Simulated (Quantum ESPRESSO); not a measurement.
Cu3Ir2V2Ru, input and log of a self-consistent run

Simulated, not a measurement. The program is pw.x of Quantum ESPRESSO 7.5 (plane-wave density functional theory). The cell is made up: eight metal atoms on a hexagonal close-packed lattice, with elements, volume, strain and displacements drawn at random and not relaxed, so it may be unstable or far from any real phase. PseudoDojo standard norm-conserving files set the functional (PBE unless stated); there is no spin polarisation or spin-orbit coupling, the Fermi-Dirac width of 0.25 eV means electrons at about 2900 K, and the masses in the input are unused placeholders. The copper pseudopotential is less sure than most, with forces differing by about three percent and pressure by about two GPa from a second method on plain copper. Heavy elements are run without spin-orbit coupling, which real alloys of them have. A spin test at this wide smearing found no moment, but such smearing suppresses magnetism that the real alloy may have.

Input:

```
&control calculation='scf', pseudo_dir='./dojo.nc.sr.pbe.v0_5.standard.upf', outdir='./o', disk_io='minimal', tprnfor=.true., tstress=.true. /
&system ibrav=0, nat=8, ntyp=4, nbnd=81, ecutwfc=92.02030273, nosym=.true., tot_charge=0,
 occupations='smearing', smearing='fd', degauss=0.0183746611
/
&electrons conv_thr=1.470e-08, electron_maxstep=70, mixing_beta=0.5 /
ATOMIC_SPECIES
Cu 1.0 Cu.upf
Ir 1.0 Ir.upf
Ru 1.0 Ru.upf
V 1.0 V.upf
CELL_PARAMETERS angstrom
2.6143 0.0 0.0
0.0 4.5281 0.0
0.0 0.0 8.6993
ATOMIC_POSITIONS angstrom
Cu -0.0331 -0.0585 0.0441
Ir 0.0133 -0.0344 4.4446
Cu 0.0288 1.5442 2.1654
V -0.0154 1.4887 6.5943
Ir 1.2631 2.1559 0.013
Cu 1.3923 2.2436 4.3353
V 1.3029 3.6744 2.188
Ru 1.1665 3.741 6.5415
K_POINTS automatic
9 5 3 1 1 1
```

The log is shortened where brackets say so; the opening notice, blank lines, dates and the lines on written files are dropped, and the path of the files is cut. It prints rydbergs, bohrs and kilobars, and counts compression as positive stress. Its total energy is the free energy E - TS of the whole cell.

```
     Program PWSCF v.7.5
     Parallel version (MPI & OpenMP), running on       4 processor cores
     Number of MPI processes:                 4
     Threads/MPI process:                     1
     [start-up lines left out]
     bravais-lattice index     =            0
     lattice parameter (alat)  =       4.9403  a.u.
     unit-cell volume          =     694.9481 (a.u.)^3
     number of atoms/cell      =            8
     number of atomic types    =            4
     number of electrons       =       133.00
     number of Kohn-Sham states=           81
     kinetic-energy cutoff     =      92.0203  Ry
     charge density cutoff     =     368.0812  Ry
     scf convergence threshold =      1.5E-08
     mixing beta               =       0.5000
     number of iterations used =            8  plain     mixing
     Exchange-correlation= PBE
                           (   1   4   3   4   0   0   0)
     [axes and pseudopotential details left out]
   Cartesian axes
     site n.     atom                  positions (alat units)
         1        Cu     tau(   1) = (  -0.0126611  -0.0223769   0.0168688  )
         2        Ir     tau(   2) = (   0.0050874  -0.0131584   1.7001109  )
         3        Cu     tau(   3) = (   0.0110163   0.5906744   0.8282906  )
         4        V      tau(   4) = (  -0.0058907   0.5694450   2.5223961  )
         5        Ir     tau(   5) = (   0.4831504   0.8246567   0.0049727  )
         6        Cu     tau(   6) = (   0.5325709   0.8582030   1.6583024  )
         7        V      tau(   7) = (   0.4983743   1.4055005   0.8369353  )
         8        Ru     tau(   8) = (   0.4461997   1.4309758   2.5021994  )
     number of k points=    68  Fermi-Dirac smearing, width (Ry)=  0.0184
                       cart. coord. in units 2pi/alat
        k(    1) = (   0.0555556   0.0577350   0.0500864), wk =   0.0296296
        k(    2) = (   0.0555556   0.0577350  -0.1502592), wk =   0.0296296
     [further k points left out]
     Dense  grid:    82795 G-vectors     FFT dimensions: (  32,  54, 108)
     Estimated max dynamical RAM per process >     379.88 MB
     Estimated total dynamical RAM >       1.42 GB
     Initial potential from superposition of free atoms
     starting charge     132.9959, renormalised to     133.0000
     Starting wfcs are   80 randomized atomic wfcs +    1 random wfcs
     total cpu time spent up to now is       10.2 secs
     per-process dynamical memory:   302.9 Mb
     Self-consistent Calculation
     iteration #  1     ecut=    92.02 Ry     beta= 0.50
     Davidson diagonalization with overlap
     ethr =  1.00E-02,  avg # of iterations =  3.0
     total cpu time spent up to now is       41.7 secs
     total energy              =   -2078.13423019 Ry
     estimated scf accuracy    <      26.25362144 Ry
     iteration #  2     ecut=    92.02 Ry     beta= 0.50
     Davidson diagonalization with overlap
     ethr =  1.00E-02,  avg # of iterations =  3.0
     total cpu time spent up to now is       81.1 secs
     total energy              =   -2083.68680314 Ry
     estimated scf accuracy    <     145.82312143 Ry
     iteration #  3     ecut=    92.02 Ry     beta= 0.50
     Davidson diagonalization with overlap
     ethr =  1.00E-02,  avg # of iterations =  6.2
     total cpu time spent up to now is      121.5 secs
     total energy              =   -2094.26346261 Ry
     estimated scf accuracy    <      61.81266820 Ry
     iteration #  4     ecut=    92.02 Ry     beta= 0.50
     Davidson diagonalization with overlap
     ethr =  1.00E-02,  avg # of iterations =  4.3
     total cpu time spent up to now is      151.7 secs
     total energy              =   -2097.01338229 Ry
     estimated scf accuracy    <      14.18968638 Ry
     iteration #  5     ecut=    92.02 Ry     beta= 0.50
     Davidson diagonalization with overlap
     ethr =  1.00E-02,  avg # of iterations =  1.3
     total cpu time spent up to now is      175.3 secs
     total energy              =   -2096.43783033 Ry
     estimated scf accuracy    <       9.60875573 Ry
     [iterations 6 to 20 left out]
     iteration # 21     ecut=    92.02 Ry     beta= 0.50
     Davidson diagonalization with overlap
     ethr =  4.18E-10,  avg # of iterations =  2.0
     total cpu time spent up to now is      554.9 secs
     total energy              =   -2095.71079739 Ry
     estimated scf accuracy    <       0.00000085 Ry
     iteration # 22     ecut=    92.02 Ry     beta= 0.50
     Davidson diagonalization with overlap
     ethr =  4.18E-10,  avg # of iterations =  1.0
     total cpu time spent up to now is      575.2 secs
     total energy              =   -2095.71079742 Ry
     estimated scf accuracy    <       0.00000039 Ry
     iteration # 23     ecut=    92.02 Ry     beta= 0.50
     Davidson diagonalization with overlap
     ethr =  2.97E-10,  avg # of iterations =  1.0
     total cpu time spent up to now is      595.5 secs
     total energy              =   -2095.71079744 Ry
     estimated scf accuracy    <       0.00000002 Ry
     iteration # 24     ecut=    92.02 Ry     beta= 0.50
     Davidson diagonalization with overlap
     ethr =  1.56E-11,  avg # of iterations =  1.8
     total cpu time spent up to now is      617.9 secs
     total energy              =   -2095.71079744 Ry
     estimated scf accuracy    <       0.00000002 Ry
     iteration # 25     ecut=    92.02 Ry     beta= 0.50
     Davidson diagonalization with overlap
     ethr =  1.32E-11,  avg # of iterations =  1.1
     total cpu time spent up to now is      635.7 secs
     End of self-consistent calculation
     [lines on levels left out]
!    total energy              =   -2095.71079744 Ry
     estimated scf accuracy    <          3.5E-09 Ry
     smearing contrib. (-TS)   =      -0.11976684 Ry
     internal energy E=F+TS    =   -2095.59103060 Ry
     The total energy is F=E-TS. E is the sum of the following terms:
     one-electron contribution =    -846.98814460 Ry
     hartree contribution      =     509.35861542 Ry
     xc contribution           =    -307.45415860 Ry
     ewald contribution        =   -1450.50734282 Ry
     convergence has been achieved in  25 iterations
     Forces acting on atoms (cartesian axes, Ry/au):
     atom    1 type  1   force =    -0.00366004   -0.01148437    0.00679997
     atom    2 type  2   force =    -0.01959468    0.01415791   -0.05174426
     atom    3 type  1   force =    -0.00631655   -0.04648150    0.02748679
     atom    4 type  4   force =    -0.00444211   -0.00297701   -0.00890353
     atom    5 type  2   force =     0.00449574    0.02318641    0.00693652
     atom    6 type  1   force =    -0.01358220   -0.01626821   -0.00228870
     atom    7 type  4   force =     0.00042340    0.04284019    0.00454426
     atom    8 type  3   force =     0.04267644   -0.00297342    0.01716895
     Total force =     0.107511     Total SCF correction =     0.000392
     Computing stress (Cartesian axis) and pressure
          total   stress  (Ry/bohr**3)                   (kbar)     P=      110.17
   0.00128729  -0.00004936   0.00013608          189.37       -7.26       20.02
  -0.00004936   0.00060353  -0.00025551           -7.26       88.78      -37.59
   0.00013608  -0.00025551   0.00035588           20.02      -37.59       52.35
     init_run     :      9.14s CPU      9.52s WALL (       1 calls)
     electrons    :    612.46s CPU    625.47s WALL (       1 calls)
     forces       :      2.95s CPU      2.97s WALL (       1 calls)
     stress       :     10.00s CPU     10.00s WALL (       1 calls)
     [timing details left out]
     PWSCF        :  10m35.25s CPU  10m48.70s WALL
     JOB DONE.
```

In other units: free energy -28513.598 eV for the cell, pressure 11.02 GPa, largest force component 1.330 eV/Å in size. The run took 651 s of wall time with four MPI processes on a shared machine (Intel Xeon, 2023 or later, virtual cores), so the time is rough. A rerun of this cell at a higher cutoff and on a denser mesh moved values by no more than 0.003 eV in energy, 0.09 GPa in stress and 0.006 eV/Å in force, and a second program with other atomic files agreed on that cell to 2 % rms in force and 0.5 GPa in pressure.